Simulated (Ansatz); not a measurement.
Values for one crystal, relaxed and computed with PBEsol in the plane-wave PAW code Ansatz; other levels are named.

| Item | Value |
|---|---|
| Volume per atom | 15.33 Å³ |
| Electronic character | metallic (no gap) |
| Pressure derivative B′ | 4.9 |
| Bulk modulus (Birch–Murnaghan fit) | 168 GPa |
| Density of states at the Fermi level | 0.70 states/eV per atom (mean over ±0.08 eV) |
| Highest zone-centre frequency | 214 cm⁻¹ |
| Mechanical stability | stable (all eigenvalues of C positive) |

Task: Which compound is it?
A. YRh, CsCl type
B. YPb2, Cmcm (Pb on 4c, Y on 4c, Pb on 4c)
C. Mg2Sn, P6_3/mmc (Mg on 2a, Mg on 2d, Sn on 2c)
D. ScPd3, Cu3Au type

Result: D, ScPd3, Cu3Au type

Space group Pm-3m (Cu3Au type). The first step of the workflow began from a Materials Project structure, measured or hypothetical; the Crystallography Open Database files this formula in space group No. 221, but the cells were not matched. Its standing as an ambient phase is unchecked. The cell was relaxed with PBEsol under the symmetry of its start; of distortions, only those at the zone centre were tested. The run is not spin-polarised. As this level gives no gap, phonon frequencies hold no LO–TO term and depend on the k-mesh and smearing (Fermi–Dirac, 0.1 eV here). Spin–orbit coupling is left out wherever it is not named.

Potentials: the later of the program's two PAW sets.
